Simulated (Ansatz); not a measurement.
Profile along the O–Mg line in MgO (rock salt)

MgO (rock salt)

```
CELL_PARAMETERS angstrom
      0.00000     2.10219     2.10219
      2.10219     0.00000     2.10219
      2.10219     2.10219     0.00000
ATOMIC_POSITIONS crystal
  O  0.00000 0.00000 0.00000
  Mg 0.50000 0.50000 0.50000
```

Fields along a shortest O–Mg line of a {100} plane (2.10 Å), from O to Mg, interpolated on the slice's grid (step about 0.1 Å). These are r2SCAN (plane waves to 500 eV, PAW, scalar-relativistic; Ansatz, a program for electronic structure) values and carry that method's errors. k mesh 13×13×13. Near the nuclei the fields are pseudised (PAW); where an atom keeps semicore shells as valence, they peak there. MgO was relaxed with its symmetry unable to fall.

| distance from O (Å) | valence electron density (e/Å³) | electron localisation function |
|---|---|---|
| 0.00 | 7.56 | x |
| 0.11 | 7.37 | x |
| 0.21 | 6.73 | x |
| 0.32 | 5.62 | x |
| 0.42 | 4.19 | 0.75 |
| 0.53 | 2.80 | 0.81 |
| 0.63 | 1.74 | 0.83 |
| 0.74 | 1.10 | 0.82 |
| 0.84 | 0.72 | 0.77 |
| 0.95 | 0.48 | 0.63 |
| 1.05 | 0.34 | 0.33 |
| 1.16 | 0.27 | 0.10 |
| 1.26 | 0.27 | 0.05 |
| 1.37 | 0.45 | 0.10 |
| 1.47 | 1.25 | 0.26 |
| 1.58 | 3.55 | 0.41 |
| 1.68 | 8.16 | 0.42 |
| 1.79 | 15.07 | x |
| 1.89 | 22.87 | x |
| 2.00 | 29.11 | x |
| 2.10 | 31.50 | x |

x: too close to a nucleus for the ELF to mean much.

Density on the O–Mg line (2.10 Å) at its density minimum, 1.2 Å from O: 0.26 e/Å³. ELF at that point: 0.06. Character of the O–Mg contact (rough rule: ELF there above 0.7 covalent, below 0.2 ionic, polar between): closed-shell (ionic).
